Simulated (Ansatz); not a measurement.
Structure relaxation, TiB2

The start is a relaxed TiB2 cell displaced along its unstable phonon at q = (½, ½, 0) of its primitive reciprocal cell (286i cm⁻¹), largest move 0.15 Å. A full variable-cell relaxation at zero pressure is run with PBE (plane waves to 420 eV, PAW, scalar-relativistic; Ansatz, a first-principles code). First-step values are on the input's coarse k-mesh.

Ansatz input (later rounds restart from its end on a renewed k-mesh):
Ansatz 0.2 input:
```yaml
crystal:
  lattice:
    - [-3.2028991118, 3.2028991118, 5.9960122356]
    - [0, 0, 5.9960122356]
    - [1.6014495559, 1.6014495559, -2.9980061178]
  atoms:
    - { symbol: Ti, position: [0.0174057762, -0.0174057762, 0] }
    - { symbol: Ti, position: [0.4825942238, 0.0174057762, 1] }
    - { symbol: B, position: [0.9668843715, 0.4019897859, 0] }
    - { symbol: B, position: [0.5331156285, 0.3357585289, 1] }
    - { symbol: B, position: [0.9668843715, 0.6642414711, 1] }
    - { symbol: B, position: [0.5331156285, 0.5980102141, 1] }
basis: { ecutwfc: 420, ecutrho_ratio: 4, xc_grid: 2, fft_grid_basis: typed }
kpoints: { mp_grid: { grid: [14, 14, 14] } }
hamiltonian:
  xc: pbe
  dispersion: none
  pseudopotentials: { azcp: { folder: ./paw }, kind: paw }
scf: { occupations: { method: fermi_dirac, width: 0.05 } }
relax: { f_tol: 0.01, max_steps: 100, cell: { stress_tol: 0.02 } }
output: { forces: true, stress: true }
```

| Item | Result |
|---|---|
| Largest initial force | 1.10 eV/Å, on Ti1, Ti2 (atoms numbered as listed) |
| Volume change | -3.9 %, from 10.25 to 9.85 Å³/atom |
| Relative to the parent | It does not go back: it reaches Cmme (No. 67), 0.38 eV/atom below the parent |
| Shortest distances (start → end) | The closest pairs of elements (up to four, under 3.6 Å), start → end: B–B 1.57 → 1.63 Å; B–Ti 2.22 → 2.22 Å; Ti–Ti 3.09 → 2.71 Å |
| Band gap at the end | zero (metallic) |
| Optimiser moves | 9 |

Final structure:

```cif
data_B8Ti4
_chemical_formula_sum 'Ti4 B8'
_space_group_name_H-M_alt 'Cmme'
_space_group_IT_number 67
_space_group_name_Hall '-C 2a 2'
_cell_length_a 4.70174
_cell_length_b 5.66304
_cell_length_c 4.43955
_cell_angle_alpha 90.000
_cell_angle_beta 90.000
_cell_angle_gamma 90.000
loop_
_atom_site_label
_atom_site_type_symbol
_atom_site_symmetry_multiplicity
_atom_site_Wyckoff_symbol
_atom_site_fract_x
_atom_site_fract_y
_atom_site_fract_z
_atom_site_occupancy
Ti1 Ti 4 g 0.00000 0.75000 0.15152 1
B1 B 8 m 0.00000 0.10605 0.35991 1
```
(The calculation used a cell of 6 atoms; values per cell refer to that cell.)

Final values are on a 13×13×11 k-mesh of the relaxed cell. No spin polarisation in the result.

The run could not lose the symmetry of its start, so the end can be a saddle point.

The relaxed structure here is a generated cell of TiB2: the first start was made by placing the elements on the sites of a structure type, and the end was not matched to a known phase here, so it may be hypothetical. Known forms of TiB2 include space group No. 191.
